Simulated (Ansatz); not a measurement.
# HfO2 with Br replacing O: gradients before and after relaxing the atoms

Start: a supercell of HfO2 (fluorite type, Fm-3m) built from a COD entry, with all atoms left at the host's positions.

Space group F-43m (No. 216); a = 10.2300 Å.

| site | Wyckoff | site symmetry | x | y | z |
| --- | --- | --- | --- | --- | --- |
| Hf1 | 16e | .3m | 0.3750 | 0.1250 | 0.3750 |
| Hf4 | 16e | .3m | 0.8750 | 0.8750 | 0.6250 |
| Br | 4a | -43m | 0.5000 | 0.0000 | 0.5000 |
| O10 | 24g | 2.mm | 0.7500 | 0.0000 | 0.7500 |
| O16 | 4b | -43m | 0.0000 | 0.5000 | 0.0000 |
| O17 | 4d | -43m | 0.7500 | 0.7500 | 0.7500 |
| O18 | 24f | 2.mm | 0.0000 | 0.7500 | 0.0000 |
| O24 | 4c | -43m | 0.2500 | 0.2500 | 0.2500 |

One atom of each set is listed; the run and its k-mesh use a cell of 24 atoms with edges of 7.23, 7.23, 7.23 Å.

The numbers come from a DFT calculation in Ansatz (PBE, plane waves and PAW, scalar-relativistic, 420 eV cutoff, Γ-centred 3×3×3 k-points, Fermi–Dirac smearing 0.01 eV, cell charge +1).

The largest force at the start is 11 eV/Å. Relaxing the ions at fixed cell moves them by 0.205 Å at most (atom 1, Hf) and 0.099 Å rms. End positions:

Hf1 (0.3634, 0.1366, 0.3634)
Hf4 (0.8775, 0.8775, 0.6225)
Br (0.5000, 0.0000, 0.5000)
O10 (0.7500, 0.0071, 0.7500)
O16 (0.0000, 0.5000, 0.0000)
O17 (0.7500, 0.7500, 0.7500)
O18 (0.0000, 0.7437, 0.0000)
O24 (0.2500, 0.2500, 0.2500)

| site | moved (Å) | first shell before | first shell after | V_zz before (10²¹ V/m²) | η before |
| --- | --- | --- | --- | --- | --- |
| Hf1 | 0.205 | 7 O at 2.21 Å, 1 Br at 2.21 Å | 7 O at 2.01–2.32 Å, 1 Br at 2.42 Å | -3.65 | 0.00 |
| Hf4 | 0.045 | 8 O at 2.21 Å | 8 O at 2.16–2.27 Å | -1.71 | 0.00 |
| Br | 0.000 | 4 Hf at 2.21 Å | 4 Hf at 2.42 Å | 0.00 | – |
| O10 | 0.073 | 4 Hf at 2.21 Å | 4 Hf at 2.11–2.27 Å | 0.23 | 0.33 |
| O18 | 0.065 | 4 Hf at 2.21 Å | 4 Hf at 2.16–2.32 Å | 0.93 | 0.79 |

**Question.** How do the gradients change?

**Answer.** 

| site | V_zz after | η after | change of V_zz |
| --- | --- | --- | --- |
| Hf1 | -4.73 | 0.00 | -1.08 |
| Hf4 | -1.96 | 0.00 | -0.25 |
| Br | 0.00 | – | 0.00 |
| O10 | 1.03 | 0.75 | – |
| O18 | -0.56 | 0.73 | -1.49 |

The largest change of V_zz along a kept axis is on O18, from 0.93 to -0.56. Small gradients that grow severalfold: O10 (0.23 to 1.03). In per cent, |V_zz| changes by +15 to +30 on Hf (all sites that start above 0.5, bar those whose gradient vanishes or changes sign or whose main axis turns by over 40°). V_zz changes sign on O18 (same axis). On O10 the largest principal value lies along another axis in the second run, so the two V_zz can't be compared directly. Other sites without a gradient aren't listed.

The defect repeats with the cell of 24 atoms, so it feels its images: sites between two images don't show the values beside a lone defect, and zeros or small values of η there can come from the images' arrangement. This high-symmetry form of HfO2 is unstable when cold, to shifts of the oxygen columns, towards the tetragonal form. The symmetry of the cell holds that distortion back, wholly or in part, and it would change the field gradients, the more the larger the distortion. A uniform background compensates the cell's charge. Without spin–orbit coupling the gradients at and beside Hf can be off by some per cent, at some sites by more.
Before: The cell keeps the host's lattice, where the PBE pressure is 19 GPa (in a charged cell this depends on the convention for the mean potential). The neighbours have not yet relaxed around the defect (largest force 11 eV/Å), so the values at and beside it are those of a strained start, not of the defect in a real crystal.
After: The relaxation keeps the site symmetry -43m of the start, so the impurity can't leave its site; a start off the site could end lower. The cell keeps the host's lattice, where the PBE pressure is 18 GPa (in a charged cell this depends on the convention for the mean potential).
